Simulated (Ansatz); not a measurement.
## Ta: vibrational free energy, entropy and heat capacity at 0.98 times its equilibrium volume

Computed with DFT LDA, scalar-relativistic, plane waves, PAW in Ansatz 0.2.0. Plane waves to 420 eV; Γ-centred k mesh 20×20×20; Fermi-Dirac smearing of 0.15 eV. No spin polarisation. Phonons by linear response, acoustic sum rule imposed.

The cell, relaxed in shape and atoms at 0.98 times its equilibrium volume:
```
Ta
1.0
    -1.61688    1.61688    1.61688
     1.61688   -1.61688    1.61688
     1.61688    1.61688   -1.61688
Ta
1
Direct
  0.00000 0.00000 0.00000
```

In a metal, frequencies and elastic constants depend on the k mesh and the smearing, soft modes and shear constants most. Some empty bands missed the eigensolver's threshold. Spin–orbit coupling is left out, which matters for heavy elements. The q mesh is coarse, so values between its points are rough.

Force constants from linear response on a 2×2×2 q mesh, interpolated to a fine mesh.

Phonon density of states, in bins of 5 cm⁻¹:
(bin centre (cm⁻¹), share of modes (%)): (2.5, 0.0), (7.5, 0.0), (12.5, 0.0), (17.5, 0.0), (22.5, 0.1), (27.5, 0.1), (32.5, 0.2), (37.5, 0.2), (42.5, 0.3), (47.5, 0.3), (52.5, 0.4), (57.5, 0.5), (62.5, 0.7), (67.5, 0.8), (72.5, 1.0), (77.5, 1.2), (82.5, 1.5), (87.5, 1.8), (92.5, 2.3), (97.5, 3.1), (102.5, 3.8), (107.5, 4.1), (112.5, 4.4), (117.5, 4.8), (122.5, 5.1), (127.5, 4.5), (132.5, 4.5), (137.5, 5.1), (142.5, 6.7), (147.5, 8.0), (152.5, 7.6), (157.5, 10.9), (162.5, 7.7), (167.5, 4.4), (172.5, 2.7), (177.5, 0.9)

(1) What is the zero-point energy per atom?

(2) How large are the vibrational entropy and heat capacity at 300 K?

(3) Tabulate them against temperature.

Results:

(1) 24.5 meV.

(2) S = 4.52 k_B and C_V = 2.90 k_B per atom, 97 % of the Dulong–Petit value.

(3)
```tsv
T (K)	F_vib (meV/atom)	S (k_B/atom)	C_V (k_B/atom)
100	19.7	1.60	2.23
200	-2.3	3.37	2.78
300	-36.6	4.52	2.90
400	-79.3	5.36	2.94
500	-128.5	6.02	2.96
600	-182.7	6.56	2.97
700	-241.3	7.02	2.98
800	-303.6	7.42	2.99
900	-369.0	7.77	2.99
1000	-437.4	8.08	2.99
```

Cost: 1 run of about 0.9 core-minutes, on Intel Xeon Platinum 8488C (Sapphire Rapids) (shared hosts).